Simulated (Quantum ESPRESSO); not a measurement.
**Kohn-Sham bands of ScS (rock salt)**

```xyz
2
Lattice="0.0000 2.6088 2.6088 2.6088 0.0000 2.6088 2.6088 2.6088 0.0000" Properties=species:S:1:pos:R:3 pbc="T T T"
Sc     2.6088     2.6088     2.6088
S      0.0000     0.0000     0.0000
```

Structure: Materials Project mp-1476, symmetrised, not relaxed again. COD (Crystallography Open Database) has an entry of this formula and space group (matched by these alone). Computed values, not measurements, from PBEsol: Quantum ESPRESSO (norm-conserving PseudoDojo potentials, cutoff 63 Ry, no spin polarisation, no spin-orbit coupling) on a Γ-centred 10×10×10 mesh, then Wannier90. Density: 10×10×10 mesh, cold smearing 0.01 Ry.

Energies are relative to the Fermi level; weights are on the orthonormalised atomic waves of the pseudopotential files, averaged over the group. 17 electrons a cell are treated as valence.

Into which isolated groups do the bands fall, where do they lie and what are they made of?


```csv
bands,from (eV),to (eV),filling,weight on atomic waves
1,-50.20,-50.18,filled,Sc 3s 98 %
2–4,-29.07,-28.90,filled,Sc 3p 99 %
5,-15.48,-14.12,filled,"S 3s 79 %, Sc 4s 10 %, Sc 3d 8 %"
6–8,-7.48,-3.01,filled,"S 3p 77 %, Sc 3d 17 %"
```

No gap over 0.05 eV opens at the Fermi level at this level of theory.
